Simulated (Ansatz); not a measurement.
Task: Each is relaxed and computed with plane-wave PAW LDA (Ansatz code). Which is the only metal?
A. SiO2, I4/mmm (Si on 8h, O on 8f, O on 8i)
B. SiW, rock salt
C. KBr, rock salt
D. LiBr, rock salt

Result: B, SiW, rock salt. SiW: metal; LiBr: gap 5.14 eV; KBr: gap 4.32 eV (direct); SiO2: gap 5.35 eV. Constructed cells (a structure type filled with these elements, in neither database checked): SiW, rock salt. Not the usual ambient phase: SiO2, I4/mmm (Si on 8h, O on 8f, O on 8i). Unstable at this level: SiW, rock salt; SiO2, I4/mmm (Si on 8h, O on 8f, O on 8i). All cells were relaxed under the symmetry of their starts (and spin orders); stability against distortions was not tested throughout. Rows with no word on spin ran without spin polarisation. Scalar-relativistic: spin–orbit coupling is off unless named, which matters more the heavier the elements.

Potentials: the later of the program's two PAW sets.
